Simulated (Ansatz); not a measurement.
**Energy against total moment in Ni**

We look at Ni: a measured crystal structure (space group Fm-3m), with 1 atom per cell. Source: COD entry 9013000; it may be a high-temperature, high-pressure or metastable form.

```yaml
crystal:
  lattice:
    - [0.00000, 1.77010, 1.77010]
    - [1.77010, 0.00000, 1.77010]
    - [1.77010, 1.77010, 0.00000]
  atoms:
    - { symbol: Ni, position: [0.00000, 0.00000, 0.00000] }
```

Site labels below count the atoms in this order, from 1.

Computed with DFT, PBE, PAW, plane waves, scalar-relativistic (Ansatz).

```yaml
plane_wave_cutoff: 420 eV
k_point_mesh: 13×13×13 (Γ-centred)
occupations: Fermi–Dirac smearing, 0.1 eV
```

Site moments are integrals over atomic spheres and don't add up to the total.

A small moment in a metal is sensitive to the mesh and the smearing.

Each run fixes N↑ − N↓ and starts with that moment spread in parallel over the Ni atoms; no search for lower states follows. Energies are free energies per cell above the lowest run, the runs with a free moment included. Each row is one local solution, which need not be the lowest state at that M. The run at M = 0 starts without moments and gives the spin-unpolarised solution. The cell holds one magnetic atom, so only parallel order fits; orders in a larger cell may lie lower.

The run at M = 0.95 μB took 1.6 s on 2 threads of x86-64 server CPU (shared host), peak memory 0.29 GiB.

| fixed M (μB/cell) | F − F(lowest) (meV/cell) | moments of Ni1 (μB) |
| --- | --- | --- |
| 0.00 | 40 | 0.00 |
| 0.24 | 32 | 0.26 |
| 0.48 | ? | ? |
| 0.71 | 5 | 0.75 |
| 0.95 | ? | ? |
| 1.19 | 221 | 1.17 |
| 1.43 | 484 | 1.37 |
| 1.66 | 854 | 1.55 |
| 1.90 | 1392 | 1.73 |

Fill in the row for M = 0.48 μB.

11 meV; moments Ni1 0.51 μB.

Fill in the row for M = 0.95 μB.

63 meV; moments Ni1 0.97 μB.

Where do runs with a free total moment end?

“usual moment, free total moment [Ni1 2.00 μB]” ends at 0.63 μB, 0 meV; “usual moment scaled by 0.1, free total moment [Ni1 0.20 μB]” ends at 0.63 μB, 0 meV.
